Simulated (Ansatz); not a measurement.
What DFT gives for GdN₂

```xyz
3
Lattice="1.6914 2.9296 0.0000 -1.6914 2.9296 0.0000 0.0000 0.0000 4.0166" Properties=species:S:1:pos:R:3 pbc="T T T"
N    -0.0002    1.9532    2.0083
N    -0.0002    3.9061    2.0083
Gd    0.0000    0.0000    0.0000
```

Method: PBE, no spin polarisation; PAW, plane waves to 420 eV, 6×6×5 Γ-centred mesh, gaussian occupations (width 0.0175 eV) (Ansatz 0.2.0), atoms fixed.

**Stress.** The pressure is -15.0 GPa (compression positive), so with the atoms held at these fractions the cell would first shrink. The principal stresses -39.9, -2.5, -2.5 GPa differ, so its shape would change too.
**Electronic structure.** It is a metal, with about 23 states/eV a cell as the mean within 0.25 eV of the Fermi level, mostly Gd f (95 %).
**Charges.** Bader charges in e: Gd +1.41, N -0.71. In the mean Gd gives up most and N takes most.
**Contacts.** N–N at 1.95 Å: least valence density 0.59 e/Å³ and ELF 0.36 there. Gd–N at 2.80 Å: least valence density 0.17 e/Å³ and ELF 0.08 there. Both are smooth PAW fields, read partly inside the augmentation spheres.

Origin: a known structure type with other elements, at an estimated volume, so it need not be a known compound. Caveats: no spin polarisation, so a magnetic state may lie lower; open f shell without moments; the k mesh is coarse if the cell is a metal.
